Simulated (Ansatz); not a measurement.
CaS (rock salt), relaxed with HSE06 (Ansatz, a quantum-chemistry and plane-wave program, plane waves, PAW): a = b = c = 5.699 Å, α = β = γ = 90.00°.

- gap (eV): 3.41
- B₀ by P(V) fit (GPa): 60.1

The same phase is relaxed and computed with LDA in the same code. What are the cell and these values now?

a = b = c = 5.5640 Å, α = β = γ = 90.00°.

- gap (eV) = 1.97
- B₀ by P(V) fit (GPa) = 67.6

All cells were relaxed under the symmetry of their starts (and spin orders); stability against distortions was not tested throughout.

Potentials: the later of the program's two PAW sets.

Ansatz is a plane-wave DFT program.
